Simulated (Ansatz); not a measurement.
# ScAl (Pm-3m), elastic constants by finite strains: input and output

Method: PBEsol, all-electron LAPW in Ansatz 0.2.0, scalar-relativistic.

Cell and atoms were relaxed beforehand by PAW with this functional.

The structure is one entry of a database and needn't be the stable phase.

Command line:

```sh
ansatz run input.yaml --threads 1 --pin off --max-ram 2560MiB --backend cpu --events-out ev --progress --plain --runs-dir out
```

input.yaml:

```yaml
crystal:
  lattice:
    - [3.34642469737, 0.0, 0.0]
    - [0.0, 3.34642469737, 0.0]
    - [0.0, 0.0, 3.34642469737]
  atoms:
    - { symbol: Sc, position: [0.5, 0.5, 0.5] }
    - { symbol: Al, position: [0.0, 0.0, 0.0] }
kpoints:
  mp_grid: { grid: [14, 14, 14] }
scf:
  occupations: { method: fermi_dirac, width: 0.1 }
hamiltonian:
  xc: pbesol
  pseudopotentials: { kind: all_electron, lapw: { basis_error: 0.001 } }
elastic:
  mode: relaxed_ion
  stencil: two_point
  amplitude: 0.005
```

Output:

```
Warning: RAYON_NUM_THREADS=1 ignored (pool sized by the plan → 1); use --threads N
LAPW: plane waves up to 7.058 Å⁻¹, error target 1.0e-3 eV per atom; small_component_spin mean_spin; Al in spheres of 1.270 Å, 11 of its electrons in bands, Dirac shells []; Sc in spheres of 1.541 Å, 11 of its electrons in bands, ...
Engine: ansatz 0.2.0, x86_64-unknown-linux-gnu
Pseudopotentials: kind: all_electron
Pseudopotential: Sc, LAPW, valence charge 11, lapw/all_electron/scalar/gaussian/Sc, Koelling and Harmon's equation, gaussian nucleus
Pseudopotential: Al, LAPW, valence charge 11, lapw/all_electron/scalar/gaussian/Al, Koelling and Harmon's equation, gaussian nucleus
Functional definition: PBEsol
  exchange = pbesol_x
  correlation = pbesol_c
Crystal: 2 atoms, lattice volume = 37.475 Å³
Basis set: ecut = 189.78954785293504 eV, 251 PW (Γ), exchange–correlation at level 2
Bands: 15, of which v1, the nominal top of the filled ones, is band 11 counted from 1 (10 counted from 0)
Symmetry: 48 space group operations
Space group: Pm-3m (ITA 221), of the structure as read, at distance tolerance 3.3e-5 Å
k-points: 120 of 2744
Non-local potential: Sc, projectors of the file, none
[... 105 lines left out ...]
         0.000     -0.000      0.000      0.000      0.000     94.448
  reference stress σ⁰ (GPa):      0.050      0.050      0.050      0.000      0.000     -0.000
  no Pulay correction (none for the plane-wave cutoff is built on LAPW): the batch's stresses and constants are at fixed plane waves
  C* (energy form; C + prestress term) asymmetry max|C*_kj − C*_jk| = 2.316e-17 GPa — a small one proves nothing (zero by symmetry where the batch's group is 432, −43m or m−3m); a large one is finite-difference/SCF noise where ...
  moduli (Voigt/Reuss/Hill, GPa): K = 80.41/80.41/80.41   G = 61.45/25.10/43.27   E = 110.08   ν = 0.272
  mechanically stable: yes (min eigenvalue of sym C = 23.89 GPa)
  where every solve meets its electron count the energy-path curvature estimates C_jj along a normal strain and C_jj − ¼(σ⁰_aa + σ⁰_bb) along a shear (ab), closely only under elastic.basis: deformed
  strain η (Voigt 11):  stress-route row diagonal C_11 = 96.34 GPa, energy-path curvature d²(F+E_count)/dδ²/Ω₀ = 96.33 GPa
         δ    σ_11 (GPa)             F (eV)   n_scf  n_hpsi   n_pw
    -5.000e-3      -0.4415      -27366.6506790       7  131903    251   relax 0 steps, max|allowed force component| 3.20e-30 eV/Å
     5.000e-3       0.5219      -27366.6505691       7  131881    251   relax 0 steps, max|allowed force component| 2.47e-31 eV/Å
  strain η (Voigt 23):  stress-route row diagonal C_44 = 94.45 GPa, energy-path curvature d²(F+E_count)/dδ²/Ω₀ = 94.43 GPa
         δ    σ_23 (GPa)             F (eV)   n_scf  n_hpsi   n_pw
    -5.000e-3      -0.4722      -27366.6506296       7  210218    251   relax 0 steps, max|allowed force component| 0.00e0 eV/Å
     5.000e-3       0.4722      -27366.6506296       7  209984    251   relax 0 steps, max|allowed force component| 2.96e-31 eV/Å
```

Self-consistency was reached.

Elastic moduli:

Elastic constants of a crystal by Kohn-Sham DFT: slopes of the stress over finite engineering strains of the given cell, Voigt indices, Cartesian axes as in the input; Hill averages of a grain aggregate, Debye temperature from the mean sound speed over directions.

```json
{
 "Bulk modulus": "80.41 GPa",
 "Shear modulus": "43.27 GPa",
 "Young modulus": "110.1 GPa",
 "Poisson ratio": "0.2719",
 "Bulk over shear modulus": "1.858",
 "Elastic anisotropy index": "7.24",
 "Least young modulus": "34.14 GPa",
 "Largest young modulus": "203.6 GPa",
 "Longitudinal sound speed": "6582 m/s",
 "Transverse sound speed": "3685 m/s",
 "Elastic debye temperature": "421.5 K",
 "Linear compressibility (x, y, z)": "4.145, 4.145, 4.145 1/TPa",
 "Zener ratio": "7.907",
 "Cauchy pressure": "-22 GPa"
}
```

**Strained cells**

Stress of each strained cell less that at rest, tension positive.

```csv
strain component,strain,stress xx (GPa),stress yy (GPa),stress zz (GPa),stress yz (GPa),stress xz (GPa),stress xy (GPa),relaxation steps
xx,-0.005,-0.4919,-0.3657,-0.3657,0,0,0,0
xx,0.005,0.4715,0.3588,0.3588,0,0,0,0
yz,-0.005,-0.0027,-0.0029,-0.0029,-0.4722,0,0,0
yz,0.005,-0.0027,-0.0029,-0.0029,0.4722,0,0,0
```

### Elastic constants

| Item | Value |
| --- | --- |
| Pressure at rest | -0.05 GPa |
| Least elastic eigenvalue | 23.89 GPa |
| Elastically stable | yes |

```tsv
index	elastic (GPa)
11	96.34
12	72.45
44	94.45
```

Keep in mind: responses of metals move with mesh and smearing; the softest shear constant rests on one k mesh, and a soft shear can herald a distortion on cooling.

It took 2.6 min on 1 thread of Intel(R) Xeon(R) Platinum 8488C (Sapphire Rapids), with other jobs on the host, peak memory 0.81 GiB.
